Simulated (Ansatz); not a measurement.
Ansatz (a program for electronic structure) input:

Ansatz 0.2 input:
```yaml
crystal:
  lattice:
    - [8.0120545808, 0.0, 0.0]
    - [0.0, 3.9668377608, 0.0]
    - [0.0, 0.0, 5.8527012023]
  atoms:
    - { symbol: Sn, position: [0.6091121357, 0.25, 0.6886314926] }
    - { symbol: Sn, position: [0.1091121357, 0.25, 0.8113685074] }
    - { symbol: Sn, position: [0.3908878643, 0.75, 0.3113685074] }
    - { symbol: Sn, position: [0.8908878643, 0.75, 0.1886314926] }
    - { symbol: S, position: [0.6675055605, 0.25, 0.1318130444] }
    - { symbol: S, position: [0.1675055605, 0.25, 0.3681869556] }
    - { symbol: S, position: [0.3324944395, 0.75, 0.8681869556] }
    - { symbol: S, position: [0.8324944395, 0.75, 0.6318130444] }
kpoints:
  mp_grid: { grid: [4, 8, 5] }
  band_path:
    path:
      - [[0.0, 0.0, 0.0], [0.5, 0.0, 0.0], [0.5, 0.5, 0.0], [0.0, 0.5, 0.0], [0.0, 0.0, 0.0], [0.0, 0.0, 0.5], [0.5, 0.0, 0.5], [0.5, 0.5, 0.5], [0.0, 0.5, 0.5], [0.0, 0.0, 0.5]]  # Γ-X-S-Y-Γ-Z-U-R-T-Z
      - [[0.5, 0.0, 0.0], [0.5, 0.0, 0.5]]  # X-U
      - [[0.0, 0.5, 0.0], [0.0, 0.5, 0.5]]  # Y-T
      - [[0.5, 0.5, 0.0], [0.5, 0.5, 0.5]]  # S-R
    npoints: 6
basis: { xc_grid: 2 }
hamiltonian:
  xc: pbesol
  pseudopotentials: { kind: paw }
magnetization: { noncollinear: true, spin_orbit: true }
scf:
  n_extra_bands: 16
  convergence: { dr2_threshold: 0.0000000001 }
  occupations: { method: gaussian, width: 0.05 }
output: { eigenvalues: true }
```

Output (shortened):

```
Pseudopotential: Sn, paw_fr, valence charge 14
Pseudopotential: S, paw_fr, valence charge 6
Functional definition: PBEsol
non-collinear run that drives no moment, with spin-orbit …
Crystal: 8 atoms, lattice volume = 186.014 Å³
Basis set: ecut = 420 eV, 3633 PW (Γ), exchange–correlation on 108×54×80 points (8 copies of the dense FFT grid, shifted against one another)
Bands: 96, of which v1, the nominal top of the filled ones, is band 80 counted from 1 (79 counted from 0)
Symmetry: 8 space group operations + 8 with time reversal
k-points: 45 of 160
Projection manifold: j_resolved (fully-relativistic pseudo-atomic orbitals)
SCF iter   1: F=—  HF=-27351.115180 eV  |F-HF|=—  |Δ(HF+E_count)|=         —  Δρ=2.15e-2  dr2=9.55e-1  dr2_m=0.00e0 (ungated)  ethr=3.10e-3  |M|=0.00e0 ∫|m|=0.00e0 μB  |m|>n=0.0e0 m-floor=0.0e0 τ_xc=0.0e0  β_m=0.30  ⟨swp⟩=7.1  Hψ=10445  notcnv=0  defer=24
preconditioner: auto → Resta (q_TF=auto, 2.370 Å⁻¹)
spin=Noncollinear: Resta preconditioning applied to the charge; magnetization (m_x, m_y, m_z) channels mix plain (no charge-response kernel on spin).
SCF iter   2: F=—  HF=-27350.970702 eV  |F-HF|=—  |Δ(HF+E_count)|=   1.44e-1  Δρ=1.52e-2  dr2=4.42e-1  dr2_m=0.00e0 (ungated)  ethr=1.19e-3  |M|=0.00e0 ∫|m|=0.00e0 μB  |m|>n=0.0e0 m-floor=0.0e0 τ_xc=0.0e0  β_m=0.61  ⟨swp⟩=1.8  Hψ=2622  notcnv=0  defer=378
SCF iter   3: F=—  HF=-27350.882192 eV  |F-HF|=—  |Δ(HF+E_count)|=   8.85e-2  Δρ=2.50e-3  dr2=1.05e-2  dr2_m=0.00e0 (ungated)  ethr=5.53e-4  |M|=0.00e0 ∫|m|=0.00e0 μB  |m|>n=0.0e0 m-floor=0.0e0 τ_xc=0.0e0  β_m=0.71  ⟨swp⟩=3.1  Hψ=3840  notcnv=0  defer=422
SCF iter   4: F=—  HF=-27350.883198 eV  |F-HF|=—  |Δ(HF+E_count)|=   1.01e-3  Δρ=5.22e-4  dr2=4.69e-4  dr2_m=0.00e0 (ungated)  ethr=1.31e-5  |M|=0.00e0 ∫|m|=0.00e0 μB  |m|>n=0.0e0 m-floor=0.0e0 τ_xc=0.0e0  β_m=0.78  ⟨swp⟩=2.4  Hψ=2895  notcnv=0  defer=422
SCF iter   5: F=—  HF=-27350.883396 eV  |F-HF|=—  |Δ(HF+E_count)|=   1.98e-4  Δρ=1.68e-4  dr2=5.61e-5  dr2_m=0.00e0 (ungated)  ethr=5.86e-7  |M|=0.00e0 ∫|m|=0.00e0 μB  |m|>n=0.0e0 m-floor=0.0e0 τ_xc=0.0e0  β_m=0.85  ⟨swp⟩=2.0  Hψ=2573  notcnv=0  defer=422
SCF iter   6: F=—  HF=-27350.883422 eV  |F-HF|=—  |Δ(HF+E_count)|=   2.61e-5  Δρ=4.57e-5  dr2=4.88e-6  dr2_m=0.00e0 (ungated)  ethr=7.01e-8  |M|=0.00e0 ∫|m|=0.00e0 μB  |m|>n=0.0e0 m-floor=0.0e0 τ_xc=0.0e0  β_m=0.86  ⟨swp⟩=2.9  Hψ=3729  notcnv=0  defer=422
SCF iter   7: F=—  HF=-27350.883479 eV  |F-HF|=—  |Δ(HF+E_count)|=   5.74e-5  Δρ=1.14e-5  dr2=2.78e-7  dr2_m=0.00e0 (ungated)  ethr=6.10e-9  |M|=0.00e0 ∫|m|=0.00e0 μB  |m|>n=0.0e0 m-floor=0.0e0 τ_xc=0.0e0  β_m=0.85  ⟨swp⟩=2.9  Hψ=3889  notcnv=0  defer=422
SCF iter   8: F=—  HF=-27350.883479 eV  |F-HF|=—  |Δ(HF+E_count)|=   1.05e-7  Δρ=3.30e-6  dr2=1.56e-8  dr2_m=0.00e0 (ungated)  ethr=3.48e-10  |M|=0.00e0 ∫|m|=0.00e0 μB  |m|>n=0.0e0 m-floor=0.0e0 τ_xc=0.0e0  β_m=0.91  ⟨swp⟩=2.0  Hψ=3749  notcnv=0  defer=422
SCF iter  10: F=-27350.883479 eV  HF=-27350.883479 eV  |F-HF|=2.18e-11  |Δ(HF+E_count)|=  1.38e-10  Δρ=1.14e-7  dr2=2.47e-11  dr2_m=0.00e0 (ungated)  ethr=1.00e-12  |M|=0.00e0 ∫|m|=0.00e0 μB  |m|>n=0.0e0 m-floor=0.0e0 τ_xc=0.0e0  ⟨swp⟩=9.5  Hψ=8516  notcnv=0
SCF 1 converged in 10 iterations: F = -27350.883479 eV  dr2 = 2.47e-11
NSCF: frozen V_eff on 76 k-points
SCF converged after 10 iterations
Magnetization: |M| = 0.0000 μB,  M = (+0.0000, +0.0000, +0.0000) μB
Absolute magnetization: 0.0000 μB (∫|m|)
  site 0: m = (+0.0000, +0.0000, +0.0000) μB, |m| = 0.0000 μB  (R = 1.09 Å)
  site 1: m = (+0.0000, +0.0000, +0.0000) μB, |m| = 0.0000 μB  (R = 1.09 Å)
  site 2: m = (+0.0000, +0.0000, +0.0000) μB, |m| = 0.0000 μB  (R = 1.09 Å)
  site 3: m = (+0.0000, +0.0000, +0.0000) μB, |m| = 0.0000 μB  (R = 1.09 Å)
  site 4: m = (+0.0000, +0.0000, +0.0000) μB, |m| = 0.0000 μB  (R = 1.09 Å)
  site 5: m = (+0.0000, +0.0000, +0.0000) μB, |m| = 0.0000 μB  (R = 1.09 Å)
  site 6: m = (+0.0000, +0.0000, +0.0000) μB, |m| = 0.0000 μB  (R = 1.09 Å)
  site 7: m = (+0.0000, +0.0000, +0.0000) μB, |m| = 0.0000 μB  (R = 1.09 Å)
Free energy (F): -27350.883479 eV
Harris-Foulkes:  -27350.883479 eV  (|F-HF|=2.18e-11)
Internal energy: -27350.883479 eV  (E = F + TS)
E sigma→0 (E₀):  -27350.883479 eV
Entropy (-TS):    0.000000 eV ( 0.000 meV/atom)
Fermi energy:    9.153886 eV
--- Per-component energies (eV) ---
  E_band       = -369.951154
  E_kinetic    = 1170.145304
  E_local      = -4132.380474  (includes V_loc(G=0)·N_el)
  E_nonlocal   = -7.578802
  E_hartree    = 2380.518840
  E_xc         = -1905.458154
  E_vxc        = -740.050792  (∫ρ·V_xc dr)
  E_paw        = -18594.928462  (= ΣΔE_a)
  E_vpaw       = -1421.124280  (= ΣTr[D̂ρ^β])
  E_aug_tail   = 0.000005  (compensation charges beyond the density's cutoff)
  E_ewald      = -6262.602477
  E_core_change = 1.400741  (= ΣΔE_core)
  E_smearing   =  0.000000  (= −TS)
  E_closure    = 0.000000  (closes the sum)
  Σ components = -27350.883479   (vs F -27350.883479, Δ=0.00e0)
  [band-id]    e_kinetic+e_local+e_nonlocal+2·e_hartree+e_vxc+e_vpaw+e_augmentation_tail = -369.951360   (vs E_band -369.951154, Δ=-2.05e-4)
--- Band table (eV; the first three rows and the last of 45) ---
  k-point 0: bands = ["-13.0843", "-13.0843", "-13.0834", "-13.0834", "-13.0814", "-13.0814", "-13.0782", "-13.0782", "-13.0613", "-13.0613", "-13.0536", "-13.0536", "-13.0486", "-13.0486", "-13.0427", "-13.0427", "-12.0592", "-12.0592", "-12.0539", …
  k-point 1: bands = ["-13.0838", "-13.0838", "-13.0832", "-13.0832", "-13.0814", "-13.0814", "-13.0786", "-13.0786", "-13.0608", "-13.0608", "-13.0547", "-13.0547", "-13.0473", "-13.0473", "-13.0426", "-13.0426", "-12.0593", "-12.0593", "-12.0556", …
  k-point 2: bands = ["-13.0831", "-13.0831", "-13.0827", "-13.0827", "-13.0809", "-13.0809", "-13.0796", "-13.0796", "-13.0593", "-13.0593", "-13.0570", "-13.0570", "-13.0449", "-13.0449", "-13.0431", "-13.0431", "-12.0591", "-12.0591", "-12.0578", …
  k-point 44: bands = ["-13.0826", "-13.0826", "-13.0812", "-13.0812", "-13.0799", "-13.0799", "-13.0784", "-13.0784", "-13.0519", "-13.0519", "-13.0507", "-13.0507", "-13.0490", "-13.0490", "-13.0483", "-13.0483", "-12.0527", "-12.0527", "-12.0513", …
```

Cost: around 6 core-minutes (rough) on shared cores.

Space group Pnma. Symmetry was held in the PBEsol relaxation; of distortions, only those at the zone centre were tested. The volume moved by 38 % from the start of the relaxation.

Potentials: the later of the program's two PAW sets.

Ansatz is a plane-wave DFT program.
